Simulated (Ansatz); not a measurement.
Q: Each is relaxed and computed with r²SCAN (plane waves, PAW; program Ansatz). Which is the only metal?
A) SmZnSi, P-6m2 (Sm on 1a, Zn on 1d, Si on 1f)
B) SiC2N4, Pn-3m (Si on 2a, C on 4c, N on 8e)
C) ZnSe2, Pa-3 (Zn on 4a, Se on 8c)
D) CsZn4P3, P4/mmm (Cs on 1b, Zn on 4i, P on 2h, P on 1a)

A: A, SmZnSi, P-6m2 (Sm on 1a, Zn on 1d, Si on 1f). SmZnSi: metal; SiC2N4: gap 4.82 eV; ZnSe2: gap 1.14 eV (indirect); CsZn4P3: gap 0.39 eV (direct). Caveat: open 4f shells can settle in a state that is not the lowest. Spin orders computed, not proven ground states: SmZnSi, P-6m2 (Sm on 1a, Zn on 1d, Si on 1f) ferromagnetic. Standing as an ambient phase not checked: SmZnSi, P-6m2 (Sm on 1a, Zn on 1d, Si on 1f); SiC2N4, Pn-3m (Si on 2a, C on 4c, N on 8e); ZnSe2, Pa-3 (Zn on 4a, Se on 8c); CsZn4P3, P4/mmm (Cs on 1b, Zn on 4i, P on 2h, P on 1a). Perhaps ordered models of mixed-site phases: SmZnSi, P-6m2 (Sm on 1a, Zn on 1d, Si on 1f). All cells were relaxed under the symmetry of their starts (and spin orders); stability against distortions was not tested throughout. No Hubbard U is applied. Spin–orbit coupling is left out wherever it is not named.

Potentials: the later of the program's two PAW sets.
